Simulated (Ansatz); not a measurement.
Relaxed-ion elastic tensor of AlN in space group Pm-3n (No. 223; Al on 6c, N on 6d) in GPa (Voigt order), r²SCAN (plane waves, PAW; program Ansatz); density 2.70 g/cm³, 12.61 Å³ per atom.

```
 369  71.2  71.2   0.0   0.0   0.0
71.2   369  71.2   0.0   0.0   0.0
71.2  71.2   369   0.0   0.0   0.0
 0.0   0.0   0.0  53.0   0.0   0.0
 0.0   0.0   0.0   0.0  53.0   0.0
 0.0   0.0   0.0   0.0   0.0  53.0
```

Task: Is the crystal mechanically stable?

Result: Yes: the smallest eigenvalue of C is 53.0 GPa.

Task: Work out the Voigt, Reuss and Hill averages.

Result: K_V = 170, K_R = 170, K_H = 170; G_V = 91.3, G_R = 71.3, G_H = 81.3 GPa.

Task: Give Young's modulus, Poisson's ratio, Pugh's ratio and the universal anisotropy index.

Result: E = 9KG/(3K + G) = 210 GPa; ν = 0.29; K/G = 2.10 (ductile by the Pugh limit of 1.75); A_U = 5G_V/G_R + K_V/K_R − 6 = 1.40.

Task: Estimate the sound speeds and the Debye temperature.

Result: v_l = √((K + 4G/3)/ρ) = 10200 m/s, v_t = √(G/ρ) = 5490 m/s, mean 6130 m/s; Θ = (h/k)(3n/4πV)^(1/3) v_m = 784 K.

Task: Give the Zener ratio and Young's modulus along [100], [110] and [111].

Result: A = 2C44/(C11 − C12) = 0.36; 1/E = S11 − 2(S11 − S12 − S44/2)Γ with Γ = 0, 1/4, 1/3 gives 346, 169, 144 GPa.

Task: Solve the Christoffel equation for the three sound speeds along [100], [110], [111].

Result: Eigenvalues of C_ijkl n_j n_l equal ρv². In km/s, slowest first: [100] 4.43, 4.43, 11.69; [110] 4.43, 7.43, 10.06; [111] 6.58, 6.58, 9.45.

The start of the workflow was typed in or built on a structure type; neither database checked (COD, Materials Project) lists it. It is not the phase usual at ambient conditions (space group No. 186, 216). Symmetry was held in the r²SCAN relaxation; its stability against distortions is not shown here.

Potentials: the later of the program's two PAW sets.
